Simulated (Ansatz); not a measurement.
**Bi: one input, then a changed one**

The cell is the one relaxed in the Materials Project (mp-567597), not relaxed further here; entries there can be hypothetical.

First run: DFT, r2SCAN, all-electron PAW with datasets made for the crystal, scalar-relativistic (Ansatz 0.2.0).

Command: `ansatz run input.yaml --threads 1 --pin off --max-ram 4096MiB --backend cpu --events-out ev --progress --plain --runs-dir out` The run took about 120 s on 1 thread of a shared machine.

```yaml
crystal:
  lattice:
    - [4.6584121839, 0.0, 0.0]
    - [0.0, 4.52638858, 0.0]
    - [-0.3459734563, 0.0, 6.5119480672]
  atoms:
    - { symbol: Bi, position: [0.75011231, 0.75, 0.75111967] }
    - { symbol: Bi, position: [0.24988769, 0.25, 0.24888033] }
    - { symbol: Bi, position: [0.74862508, 0.75, 0.25126662] }
    - { symbol: Bi, position: [0.25137492, 0.25, 0.74873338] }
kpoints:
  mp_grid: { grid: [7, 7, 5] }
  band_path:
    path:
      - [0.0, 0.0, 0.0]
      - [0.0, 0.5, 0.0]
      - [0.0, 0.5, 0.5]
      - [0.0, 0.0, 0.5]
      - [0.0, 0.0, 0.0]
      - [-0.5, 0.0, 0.5]
      - [-0.5, 0.5, 0.5]
      - [0.0, 0.5, 0.0]
      - [-0.5, 0.5, 0.0]
    npoints: 8
scf:
  occupations: { method: fermi_dirac, width: 0.08 }
hamiltonian:
  xc: r2scan
  pseudopotentials: { kind: all_electron, datasets: crystal }
output:
  forces: true
  stress: true
  eigenvalues: true
  efg: { contact_densities: true }
```

Result: converged; pressure 0.06 GPa; largest force 0.008 eV/Å; no gap on the k mesh; 11 SCF iterations.

No spin–orbit coupling, which matters for the heavy atoms here.

The input is then changed:

```diff
@@ -5,8 +5,8 @@
     - [-0.3459734563, 0.0, 6.5119480672]
   atoms:
-    - { symbol: Bi, position: [0.75011231, 0.75, 0.75111967] }
-    - { symbol: Bi, position: [0.24988769, 0.25, 0.24888033] }
-    - { symbol: Bi, position: [0.74862508, 0.75, 0.25126662] }
-    - { symbol: Bi, position: [0.25137492, 0.25, 0.74873338] }
+    - { symbol: Bi, position: [0.75011231, 0.75, 0.75111967], spin: 0.2 }
+    - { symbol: Bi, position: [0.24988769, 0.25, 0.24888033], spin: 0.2 }
+    - { symbol: Bi, position: [0.74862508, 0.75, 0.25126662], spin: 0.2 }
+    - { symbol: Bi, position: [0.25137492, 0.25, 0.74873338], spin: 0.2 }
 kpoints:
   mp_grid: { grid: [7, 7, 5] }
@@ -25,4 +25,5 @@
 scf:
   occupations: { method: fermi_dirac, width: 0.08 }
+  n_extra_bands: 16
 hamiltonian:
   xc: r2scan
@@ -33,3 +34,7 @@
   eigenvalues: true
   efg: { contact_densities: true }
+magnetization:
+  spin_polarized: true
+basis:
+  xc_grid: 1
```

Predict the outcome of the changed run.

It converged; pressure 0.06 GPa; largest force 0.008 eV/Å; moment 0.00 μB; 15 SCF iterations.

The results part of its log:

```
at 2 of the mixer's solves, the last at iteration 10, it left a direction of its history that read negative out of its fit and stepped the other way along it
WARN: the starting moments were not kept: the SCF closed with an absolute magnetisation of 8.0e-6 μB, where they sum to 0.8 μB in size (4 sites). That is at most 0.1 of that sum. Measured as dr2_m measures the in/out step, that magnetisation stands 1.8e-12 eV from none, at or under the dr2_threshold of 1.0e-7 eV: it is no larger than a step whose dr2_m would equal this threshold. The system may hold no moment; this SCF shows only that its start led to no more than that. This SCF took its magnetisation from a saved state (the deck's checkpoint.read, a session's seed or a resume), or from the single point or search that the run made first, and not from the starting moments. Where the run's atoms have moved since that state, how it is taken is a key of its own (checkpoint.density_extrapolation: follow_atoms, where typed, takes the whole of its magnetisation to them with its atoms, but for some exceptions; the density_extrapolation keyword of a session's seed is the same key). To be rid of a resumed run's state, run its deck in a fresh run directory. To be rid of the state of a single point that the run made first, give starting moments in the input or, where a deck that gives them still makes one, type scf.lower_state_search: off. To try another start, run it without that state. A second SCF, from the converged charge density, with the starting moments and any scf.initial_density.shell_occupations laid on it anew, would have followed, and was not run: the deck does not ask for one (magnetization.retry_lost_moments is false, the default). To let it run, set magnetization.retry_lost_moments: true and run the deck again, where that key's refused combinations let it; where memory then withholds it, that run's warning says so.
SCF 1 converged in 15 iterations: F = -2343104.788030 eV  dr2 = 2.13e-8
  greatest PAW one-centre occupation: 0.987 electrons in one spin orbital (limit 2), on the Bi atom at site 3 (counted from 0), in its partial waves of l = 2
NSCF: frozen V_eff on 65 k-points
this state was not tested for a lower state beside it, because the mixer in use, unlike msr1, does not test its closes by its own steps (another_mixer; see scf.mixing.algorithm and scf.lower_state_search)
SCF converged after 15 iterations
Magnetization: 0.0000 μB (30.0000 up, 30.0000 down)
Absolute magnetization: 0.0000 μB (∫|ρ↑−ρ↓|)
Spin contamination: -0.0072 ħ² per cell (⟨S²⟩ above its minimum at these occupations)
Per-site moments (μB) at R_I (Å): [(-1.2510017145364794e-6, 1.3376892450085696), (-1.2510017146675238e-6, 1.3376892450085696), (1.2477623111624477e-6, 1.3376892450085696), (1.2477623110393831e-6, 1.3376892450085696)]
Free energy (F): -2343104.788030 eV
Harris-Foulkes:  -2343104.788029 eV  (|F-HF|=1.22e-7)
Internal energy: -2343104.747405 eV  (E = F + TS)
E sigma→0 (E₀):  -2343104.767717 eV
Entropy (-TS):   -0.040624 eV (-10.156 meV/atom)
Past the cutoff: the bands carry plane waves up to 2.50 times it, of which those up to 1.5 times it add -0.000866 eV an atom, each by itself; the spheres take 0.001038 eV an atom off the energy for waves past 2.50 times it
Past the cutoffs: a stress includes 0.0021 GPa for waves and charges beyond them, in addition to the slope of what the spheres take
In the spheres:  the bands' charges fall short by 1.1e-6 e at most (sound up to 1e-3)
Fermi energy:    13.642263 eV
--- Per-component energies (eV) ---
  The terms above E_closure are by the made datasets' own strengths, without shells solved beside the bands.
--- Forces (eV/Å), atoms counted from 1 ---
  atom   1  Bi     0.00788964     0.00000000     0.00211165
  atom   2  Bi    -0.00788964    -0.00000000    -0.00211165
  atom   3  Bi     0.00707893     0.00000000     0.00163113
  atom   4  Bi    -0.00707893    -0.00000000    -0.00163113
  max |Σ_I F_I| component: 2.17e-19 eV/Å
--- Stress (GPa, compression-positive) ---
       -0.030643      -0.000000       0.427031
       -0.000000       0.554399       0.000000
        0.427031       0.000000      -0.330139
  P = ⅓ Tr σ = 0.0645 GPa (0.645 kbar)
--- PAW observables at the nuclei: V_zz in 10²¹ V/m², potentials from the cell's mean, atoms counted from 1 ---
  atom   1  Bi V_zz =    +4.634711   η = 0.1562   by run symmetry: allowed
            electrostatic potential = -17830.739026 V   contact ρ = 17855119.654267 e/Å³   contact ρ_s (e/Å³): all electrons +0.000159, valence +0.000166
  atom   2  Bi V_zz =    +4.634711   η = 0.1562   by run symmetry: allowed
            electrostatic potential = -17830.739026 V   contact ρ = 17855119.654267 e/Å³   contact ρ_s (e/Å³): all electrons +0.000159, valence +0.000166
  atom   3  Bi V_zz =    +4.647569   η = 0.1560   by run symmetry: allowed
            electrostatic potential = -17830.738871 V   contact ρ = 17855119.695828 e/Å³   contact ρ_s (e/Å³): all electrons -0.000157, valence -0.000164
  atom   4  Bi V_zz =    +4.647569   η = 0.1560   by run symmetry: allowed
            electrostatic potential = -17830.738871 V   contact ρ = 17855119.695828 e/Å³   contact ρ_s (e/Å³): all electrons -0.000157, valence -0.000164
--- Band table (eV; the first three rows and the last of 144) ---
  k-point 0 ↑: bands = ["-10.0221", "-10.0189", "-10.0081", "-9.8762", "-9.8684", "-9.8640", "-9.8583", "-9.8568", "-9.7639", "-9.7578", "-9.7520", "-9.7492", "-9.7271", "-9.6699", "-9.6698", "-9.6654", "-9.6582", "-9.5367", "-9.5340", "-9.5287", "0.0203", "2.0117", "4.0921", "6.1375", "8.5163", "10.2568", "10.5552", "11.8053", "12.3302", "12.4308", "16.8194", "16.8917", "16.9948", "17.2009", "18.8968", "19.0060", "19.1484", "19.6978", "19.7670", "20.6863", "20.7760"]
  k-point 1 ↑: bands = ["-10.0207", "-10.0094", "-9.9916", "-9.8743", "-9.8652", "-9.8511", "-9.8480", "-9.8346", "-9.7689", "-9.7618", "-9.7598", "-9.7495", "-9.7409", "-9.6783", "-9.6783", "-9.6648", "-9.6590", "-9.5681", "-9.5335", "-9.5292", "0.1507", "1.7179", "4.2195", "5.8174", "9.1568", "10.3881", "10.6874", "11.7409", "12.1035", "12.9737", "15.4124", "16.9468", "17.1368", "17.2820", "18.6548", "18.7466", "18.8087", "19.5075", "19.8494", "20.1742", "21.2534"]
  k-point 2 ↑: bands = ["-10.0172", "-10.0129", "-9.9203", "-9.8708", "-9.8668", "-9.8328", "-9.8262", "-9.8209", "-9.7953", "-9.7872", "-9.7480", "-9.7276", "-9.7265", "-9.7005", "-9.7002", "-9.6630", "-9.6608", "-9.6499", "-9.5322", "-9.5305", "0.5302", "1.1060", "4.5943", "5.1761", "10.7572", "10.7896", "11.0597", "11.2769", "11.5896", "12.9928", "14.6922", "17.0283", "17.3251", "17.5366", "17.6749", "17.9491", "18.1046", "18.2393", "21.0742", "21.4366", "21.6885"]
  k-point 71 ↓: bands = ["-9.9861", "-9.9738", "-9.8797", "-9.8655", "-9.8593", "-9.8580", "-9.7735", "-9.7706", "-9.7633", "-9.7546", "-9.7534", "-9.7451", "-9.7441", "-9.7384", "-9.7255", "-9.7084", "-9.6735", "-9.6704", "-9.5776", "-9.5638", "2.0080", "2.2535", "3.5994", "3.7986", "8.7185", "9.0107", "10.1605", "10.3795", "10.9439", "11.2009", "17.4109", "17.4140", "17.4671", "17.7090", "18.2766", "19.0315", "20.0781", "20.6578", "22.5807", "22.6418", "23.6612"]
```
